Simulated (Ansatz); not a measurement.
TaAg (Pmma) was relaxed and computed twice in Ansatz (plane waves, PAW), once with PBEsol and once with r²SCAN.

|  | run 1 | run 2 |
|---|---|---|
| cell | a = 4.7088 Å, b = 2.7508 Å, c = 5.2200 Å, α = β = γ = 90.00° | a = 4.7358 Å, b = 2.7674 Å, c = 5.2803 Å, α = 90.00°, β = 90.00°, γ = 90.00° |
| ΔH_f (eV/atom) | 0.33 | 0.41 |
| B₀ by P(V) fit (GPa) | 175 | 163 |

Q: Which run used which functional?

A: Run 1 is PBEsol, run 2 is r²SCAN.

Typed or built starts, not in the databases checked: TaAg, Pmma (Ag on 2e, Ta on 2f). All cells were relaxed under the symmetry of their starts (and spin orders); stability against distortions was not tested throughout. Rows with no word on spin ran without spin polarisation. Spin–orbit coupling is left out wherever it is not named.

Potentials: the later of the program's two PAW sets.

Ansatz (a quantum-chemistry and plane-wave program) is a plane-wave DFT program.

Formation energies count from the lowest solids of the elements computed at the same level, not from gases.
